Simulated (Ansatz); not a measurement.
Steps from a short run of molecular dynamics on a 2×2×2 supercell (16 atoms) of ZnS (F-43m), relaxed with r2SCAN; forces from PBE in the PAW code Ansatz, 2×2×2 mesh, Fermi-Dirac smearing of 0.020 eV, a Langevin thermostat at fixed volume, set at 200 K. Computed, non-magnetic; the trajectory is short and the cell small, so nothing here is a converged average.

Cell vectors in Å:
```
0.0000 5.3882 5.3882
5.3882 0.0000 5.3882
5.3882 5.3882 0.0000
```

Q: At 56 fs the positions in Å are
```
Zn   1.362   1.314   1.471
S    0.081  -0.064   0.035
Zn   3.987   4.054   1.272
S    2.679   2.644   0.022
Zn   4.142   1.313   4.128
S    2.746   0.047   2.761
Zn   6.746   3.996   4.081
S    5.367   2.682   2.725
Zn   1.435   4.040   4.007
S    0.030   2.752   2.731
Zn   4.159   6.791   4.145
S    2.701   5.521   2.648
Zn   4.021   4.079   6.804
S    2.751   2.692   5.410
Zn   6.625   6.815   6.669
S    5.354   5.332   5.430
```
What are the forces, and how far does the free energy (smearing included) lie above that of step 0, with the atoms on their sites?

A: 14.6 meV an atom; forces in eV/Å:
```
Zn  -0.186   0.124  -0.355
S    0.058   0.203   0.130
Zn   0.013   0.169   0.648
S   -0.072   0.047   0.133
Zn  -0.082   0.095   0.048
S   -0.266  -0.429   0.390
Zn   0.000   0.155  -0.242
S   -0.146   0.483  -0.180
Zn   0.394   0.347  -0.027
S   -0.027  -0.295  -0.045
Zn  -0.484  -0.244  -0.589
S    0.208  -0.386   0.178
Zn  -0.147  -0.291  -0.021
S   -0.176   0.082  -0.055
Zn   0.509  -0.216   0.249
S    0.402   0.156  -0.262
```
